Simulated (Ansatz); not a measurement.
A geometry of SiO2 away from equilibrium: step 2 of the relaxation of a generated cell, SiO2 built in the alpha-cristobalite structure type. Level of theory: PBE (plane waves to 420 eV, PAW, scalar-relativistic; Ansatz, a quantum-chemistry and plane-wave program). Γ-centred k-mesh 4×4×3 on the run's cell (coarser than for final values), Fermi–Dirac smearing 0.05 eV. The plane waves were selected for a different cell earlier on the path.

```xyz
12
Lattice="4.9915 0.0000 0.0000 0.0000 4.9915 0.0000 0.0000 0.0000 6.9390" Properties=species:S:1:pos:R:3 pbc="T T T"
Si     1.5142     1.5142     0.0000
Si     4.0100     0.9816     5.2043
Si     0.9816     4.0100     1.7348
Si     3.4773     3.4773     3.4695
O      1.1905     0.5451     1.2616
O      3.6862     1.9507     3.9427
O      1.3053     3.0408     0.4732
O      3.8011     4.4464     4.7311
O      4.4464     3.8011     2.2079
O      1.9507     3.6862     2.9963
O      3.0408     1.3053     6.4658
O      0.5451     1.1905     5.6774
```

**Question.** What forces act on the atoms (eV/Å)?

**Answer.** 
| atom | Fx | Fy | Fz |
|---|---|---|---|
| Si1 | -0.24 | -0.24 | 0.00 |
| Si2 | -0.24 | 0.24 | 0.00 |
| Si3 | 0.24 | -0.24 | 0.00 |
| Si4 | 0.24 | 0.24 | 0.00 |
| O5 | 0.01 | 0.29 | 0.01 |
| O6 | 0.01 | -0.29 | -0.01 |
| O7 | -0.01 | 0.29 | -0.01 |
| O8 | -0.01 | -0.29 | 0.01 |
| O9 | -0.29 | -0.01 | -0.01 |
| O10 | -0.29 | 0.01 | 0.01 |
| O11 | 0.29 | -0.01 | 0.01 |
| O12 | 0.29 | 0.01 | -0.01 |

The path ends in P4₁2₁2 (No. 92) (AFLOW prototype A2B_tP12_92_b_a (as in SiO2)). No spin polarisation in the result.

The run could not lose the symmetry of its start; a randomly shaken copy of 12 atoms returns to this structure.
